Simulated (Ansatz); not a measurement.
Consider the following.

Si2Mo:
```cif
data_Mo2Si4
_chemical_formula_sum 'Si4 Mo2'
_space_group_name_H-M_alt 'P 1'
_space_group_IT_number 1
_cell_length_a 5.91838
_cell_length_b 4.92859
_cell_length_c 4.60539
_cell_angle_alpha 76.661
_cell_angle_beta 54.125
_cell_angle_gamma 49.214
loop_
_space_group_symop_operation_xyz
  'x, y, z'
loop_
_atom_site_label
_atom_site_type_symbol
_atom_site_fract_x
_atom_site_fract_y
_atom_site_fract_z
_atom_site_occupancy
Si1 Si 0.66387 0.33613 0.66387 1
Si2 Si 0.33613 0.66387 0.33613 1
Si3 Si 0.58613 0.91387 0.58613 1
Si4 Si 0.91387 0.58613 0.91387 1
Mo1 Mo 0.00000 0.00000 0.00000 1
Mo2 Mo 0.25000 0.25000 0.25000 1
```

This is the r²SCAN-relaxed structure.

Problem. All from plane-wave PAW r²SCAN (Ansatz code), unless another level is named. Give the electronic character.

Solution. metallic (no gap).

Problem. Give the density of states at the Fermi level.

Solution. 0.09 states/eV per atom (mean over ±0.08 eV).

Problem. What about the formation energy from the elements (no fitted shifts)?

Solution. -0.38 eV/atom.

Space group Fddd. The start of the workflow was typed in or built on a structure type; neither database checked (COD, Materials Project) lists it. It is not the phase usual at ambient conditions (space group No. 139). The cell was relaxed with r²SCAN under the symmetry of its start; whether a distortion lowers the energy is not shown. The run is not spin-polarised. The references are the lowest solids computed at this level, not always the standard phases. Spin–orbit coupling is left out wherever it is not named.

Potentials: the earlier of the program's two PAW sets.
